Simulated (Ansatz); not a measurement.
**Surface calculation: bcc W (100), 6 layers**

The slab is cut from the bcc crystal, the stable phase, as relaxed on PAW files (15.40 Å³/atom), with 16 Å of vacuum and a dipole correction:

```
CELL_PARAMETERS angstrom
3.13483 0.00000 0.00000
0.00000 3.13483 0.00000
0.00000 0.00000 23.83710
ATOMIC_POSITIONS crystal
W 0.25000 0.25000 0.33561
W 0.75000 0.75000 0.40137
W 0.25000 0.25000 0.46712
W 0.75000 0.75000 0.53288
W 0.25000 0.25000 0.59863
W 0.75000 0.75000 0.66439
```

Computed with Ansatz 0.2.0; functional LDA, scalar-relativistic. Settings: a Γ-centred 13×13×1 k mesh, Fermi–Dirac smearing of 0.08 eV, no spin polarisation. Methods: LAPW: all electrons, basis error target 1 meV/atom; PAW: frozen-core files, cutoff 420 eV.

The bulk energy comes from a cell in the slab's orientation on a 13×13×13 mesh. The surface energy is (E(slab) − N·E(bulk))/2A at zero smearing, the mean of both faces; thin slabs carry quantum-size effects.

Spin–orbit coupling is left out, which matters for the heavy atoms. The PAW files were made under PBE.

Q: As cut, the LAPW slab lies 5.807 eV above 6 atoms of bulk. What surface energy is that?

A: Over two faces of 9.83 Å² it is 295.4 meV/Å², and times 16.02 J/m² per eV/Å² that gives γ = 4.733 J/m².

```tsv
method	γ as cut (J/m²)	γ relaxed (J/m²)	Φ as cut (eV)	Φ relaxed (eV)
LAPW	4.733	4.435	4.52	4.44
PAW	4.738	4.438	4.52	4.44
```

Q: How do the spacings between the planes relax?

A: From the bottom face up: d12 -11.9 % of 1.567 Å, d23 +3.2 % of 1.567 Å, d34 -2.7 % of 1.567 Å, d45 +3.2 % of 1.567 Å, d56 -11.9 % of 1.567 Å.

Q: What changes if the images along the normal are cut off in place of the dipole correction?

A: LAPW then gives: no gap, work function 4.44 eV; PAW: no gap, work function 4.44 eV.

Q: A 4f core hole is made on one atom of each kind in every 1×1 cell (PAW hole dataset, neutral cell, valence without spin). What does it cost by layer?

A: layer 1 31.79 eV, layer 2 32.17 eV, layer 3 32.15 eV. Shifts between layers mean more than the absolute values, and a whole layer of holes screens otherwise than one hole.
